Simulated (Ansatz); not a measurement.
Zn (P6_3/mmc): phonons

Computed with PBEsol, PAW on Ansatz 0.2.0's default frozen-core files (fitted under PBE), scalar-relativistic; not a measurement.

The cell is the relaxed one with its volume scaled by 1.015.

Command line:

```sh
ansatz run input.yaml --threads 1 --pin off --max-ram 3072MiB --backend cpu --events-out ev --progress --plain --runs-dir out
```

input.yaml:

```yaml
crystal:
  lattice:
    - [2.62267056589, 0.0, 0.0]
    - [-1.31133528295, 2.27129933582, 0.0]
    - [0.0, 0.0, 4.82083878269]
  atoms:
    - { symbol: Zn, position: [0.333333333333, 0.666666666667, 0.25] }
    - { symbol: Zn, position: [0.666666666667, 0.333333333333, 0.75] }
kpoints:
  mp_grid: { grid: [16, 16, 8] }
scf:
  occupations: { method: fermi_dirac, width: 0.05 }
hamiltonian:
  xc: pbesol
  pseudopotentials: { kind: paw }
phonons:
  qmesh: [2, 2, 2]
  qpath:
    path:
      - [0.0, 0.0, 0.0]
      - [0.5, 0.0, 0.0]
      - [0.3333333333, 0.3333333333, 0.0]
      - [0.0, 0.0, 0.0]
      - [0.0, 0.0, 0.5]
      - [0.5, 0.0, 0.5]
      - [0.3333333333, 0.3333333333, 0.5]
      - [0.0, 0.0, 0.5]
      - [0.5, 0.0, 0.5]
    npoints: 6
  temperatures: { t_min: 0, t_max: 1000, t_step: 100 }
```

Output:

```
Warning: RAYON_NUM_THREADS=1 ignored (pool sized by the plan → 1); use --threads N
Engine: ansatz 0.2.0, aarch64-unknown-linux-gnu
Pseudopotentials: kind: paw
Pseudopotential: Zn, paw, valence charge 12, recommended cutoff 420 eV (normal), Zn.paw.azcp
Functional definition: PBEsol
  exchange = pbesol_x
  correlation = pbesol_c
Crystal: 4 atoms, lattice volume = 57.434 Å³
Basis set: ecut = 420 eV, 1123 PW (Γ), FFT grids on a1, a1+a2, a3, exchange–correlation on 36×64×72 points (8 copies of the dense FFT grid, shifted against one another)
Bands: 31, of which v1, the nominal top of the filled ones, is band 24 counted from 1 (23 counted from 0)
Symmetry: 16 space group operations
k-points: 205 of 1024
Non-local potential: Zn, projectors of the file, l = 0: 2, l = 1: 2, l = 2: 3, l = 3: 1
PAW form: soft (Blöchl's): semilocal exchange-correlation on the pseudo side does not see the compensation charge
PAW frozen core: Zn, regenerated for the run's functional, and the local potential with it (the file was generated under x = pbe(κ = 0.804, μ = 0.2195149727645171), c = pbe(β = 0.06672455060314922))
PAW one-centre angular grid: Zn, 590 points (default); XC on 64 Gauss nodes
[... 128 lines left out ...]
  symmetry images taken by strict's conditions (phonons.symmetry_images: auto; settled by no image being taken that strict refuses)
  supercell 2 (2 cells, vectors [1, 0, 0], [0, 1, -1], [0, 0, 2] in multiples of the cell's): 2 displaced members by 0.0025 Å; free energy -13123.646617 eV; taken off its force constants: by the sum rule 3.5e-5, by the ...
  symmetry images taken by strict's conditions (phonons.symmetry_images: auto; settled by no image being taken that strict refuses)
  supercell 3 (2 cells, vectors [1, 0, 0], [0, 1, 0], [0, 0, 2] in multiples of the cell's): 2 displaced members by 0.0025 Å; free energy -13123.646617 eV; taken off its force constants: by the sum rule 1.5e-5, by the ...
  symmetry images taken by strict's conditions (phonons.symmetry_images: auto; settled by no image being taken that strict refuses)
  q = [0.0000, 0.0000, 0.0000] (star 1, supercell 1; hermiticity 2.80e-28, symmetrization 1.10e-6): -0.00 -0.00 -0.00 74.85 74.85 147.02
  q = [0.0000, 0.0000, -0.5000] (star 1, supercell 3; hermiticity 1.26e-16, symmetrization 1.76e-16): 60.07 60.07 60.07 60.07 101.03 101.03
  q = [0.0000, -0.5000, 0.0000] (star 3, supercell 1; hermiticity 2.16e-16, symmetrization 3.85e-17): 66.43 84.96 118.65 123.96 207.47 217.48
  q = [0.0000, -0.5000, -0.5000] (star 3, supercell 2; hermiticity 2.17e-16, symmetrization 5.71e-17): 71.03 71.03 118.06 118.06 216.45 216.45
  joined force constants: q→R imaginary residual 7.75e-18
  density of states and harmonic sums: on the 28×28×14 q-mesh, interpolated from the force constants of a 2×2×2 supercell (no non-analytic term)
  largest difference from the sums on the solved wave vectors: F 6.20e-2 eV, S 9.42e-5 and C_V 3.23e-5 eV/K
```

Self-consistency was reached.

Phonons on the q mesh:

Harmonic phonons of a crystal by Kohn-Sham DFT at the given cell, standard atomic masses, acoustic sum rule imposed; negative wavenumbers are unstable modes; one row a degenerate set, branches counted upwards.

```json
{"Unstable phonons": "no"}
```

| point | q a (r.l.u.) | q b (r.l.u.) | q c (r.l.u.) | branch | phonon wavenumber (cm⁻¹) | degeneracy |
| --- | --- | --- | --- | --- | --- | --- |
| Gamma | 0 | 0 | 0 | 4 | 74.8 | 2 |
| Gamma | 0 | 0 | 0 | 6 | 147 | 1 |
| M | 0.5 | 0 | 0 | 1 | 66.4 | 1 |
| M | 0.5 | 0 | 0 | 2 | 85 | 1 |
| M | 0.5 | 0 | 0 | 3 | 118.6 | 1 |
| M | 0.5 | 0 | 0 | 4 | 124 | 1 |
| M | 0.5 | 0 | 0 | 5 | 207.5 | 1 |
| M | 0.5 | 0 | 0 | 6 | 217.5 | 1 |
| A | 0 | 0 | 0.5 | 1 | 60.1 | 4 |
| A | 0 | 0 | 0.5 | 5 | 101 | 2 |
| L | 0.5 | 0 | 0.5 | 1 | 71 | 2 |
| L | 0.5 | 0 | 0.5 | 3 | 118.1 | 2 |
| L | 0.5 | 0 | 0.5 | 5 | 216.4 | 2 |

### Zone-centre phonons

Optical zone-centre levels upwards with Mulliken labels, activity, and the element with most of the kinetic energy.

```
Point group : 6/mmm
```

```
number  phonon wavenumber (cm⁻¹)  label  infrared  raman  lead element
     1                      74.8    E2g        no    yes            Zn
     2                       147    B1g        no     no            Zn
```

Harmonic thermodynamics:

Sums over wave vectors interpolated from the q mesh.

* Zero point energy: 22.95 meV/atom

```csv
temperature (K),phonon heat capacity (k_B/atom),phonon entropy (k_B/atom),phonon free energy (meV/atom)
100,2.285,1.977,16.11
200,2.785,3.763,-9.26
300,2.9,4.918,-46.96
400,2.943,5.759,-93.13
500,2.963,6.418,-145.7
600,2.974,6.96,-203.4
700,2.981,7.419,-265.4
800,2.985,7.817,-331.1
900,2.989,8.169,-400
1000,2.991,8.484,-471.8
```

Limits of these numbers: frozen-core PAW files fitted under PBE, their cores solved anew for the functional of the run; responses of metals move with mesh and smearing; cell scaled away from its relaxed volume; activity by symmetry alone, a metal screens infrared modes; coarse q mesh.

Cost: 5.6 min on 1 thread of Arm Neoverse V2, on a shared host, peak memory 0.99 GiB.
